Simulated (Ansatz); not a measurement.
The relaxed structure here is a generated cell of CeO2: the first start was made by a random draw of sites in a space group, and the end was not matched to a known phase here, so it may be hypothetical. Known forms of CeO2 include space group No. 225.

A relaxed structure of CeO2. Calculation: PBE (plane waves to 420 eV, PAW, scalar-relativistic; Ansatz, a program for electronic structure).

```
CELL_PARAMETERS angstrom
      3.45801     0.00000     0.00000
      0.00000     3.45801     0.00000
      0.00000     0.00000     4.17196
ATOMIC_POSITIONS crystal
  Ce 0.50000 0.50000 0.00000
  O  0.00000 0.00000 0.00000
  O  0.50000 0.50000 0.50000
```

Question: Determine the symmetry and give the standard cell with its independent sites.

Answer: Space group P4/mmm (No. 123); a = 3.4580 Å, b = 3.4580 Å, c = 4.1720 Å, α = 90.00°, β = 90.00°, γ = 90.00°

```csv
atom,site,symmetry,x,y,z
Ce,1c,4/mmm,0.5000,0.5000,0.0000
O,1a,4/mmm,0.0000,0.0000,0.0000
O,1d,4/mmm,0.5000,0.5000,0.5000
```

Question: Give the shortest distances between elements (the closest pairs, up to four, under 3.6 Å).

Answer: Ce–O 2.09 Å; O–O 3.21 Å; Ce–Ce 3.46 Å.

| Item | Result |
|---|---|
| Volume per atom | 16.63 Å³ |
| Band gap | 1.21 eV, indirect (valence top at Γ, conduction bottom at R) (no spin-orbit coupling) |
| Smallest direct gap | 1.40 eV at Γ |
| Magnetic moment | zero (the starting moments vanished) |

No spin polarisation in the result: the starting moments vanished. No Hubbard U is applied. The 4f state was not searched, so a lower electronic state may exist.

The run could not lower the symmetry of its start; a shaken copy of this end point relaxes with PBE to P6₃mc (No. 186), 299 meV/atom lower.
